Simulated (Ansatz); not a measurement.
Rh:
```cif
data_Rh2
_chemical_formula_sum 'Rh2'
_space_group_name_H-M_alt 'P 1'
_space_group_IT_number 1
_cell_length_a 3.89765
_cell_length_b 3.89765
_cell_length_c 3.89765
_cell_angle_alpha 60.000
_cell_angle_beta 60.000
_cell_angle_gamma 60.000
loop_
_space_group_symop_operation_xyz
  'x, y, z'
loop_
_atom_site_label
_atom_site_type_symbol
_atom_site_fract_x
_atom_site_fract_y
_atom_site_fract_z
_atom_site_occupancy
Rh1 Rh 0.25000 0.25000 0.25000 1
Rh2 Rh 0.00000 0.00000 0.00000 1
```

Relaxed with PBE.

**Question.** Decompose the optical modes at the zone centre into irreducible representations, and say which are infrared and Raman allowed.

**Answer.** Point group m-3m: Γ_opt = T2g. Infrared: none. Raman: T2g.

**Question.** Assign frequencies (DFPT, PBE in the plane-wave PAW code Ansatz).

**Answer.** T2g 232 cm⁻¹.

Space group Fd-3m (diamond). The cell is a constructed one: a structure type filled with these elements; neither database checked (COD, Materials Project) lists it. It is not the phase usual at ambient conditions (space group No. 225). The PBE relaxation kept the symmetry of its start. At this level the phase is mechanically unstable. No spin polarisation was allowed. As this level gives no gap, phonon frequencies hold no LO–TO term and depend on the k-mesh and smearing (Fermi–Dirac, 0.1 eV here).

Potentials: the later of the program's two PAW sets.
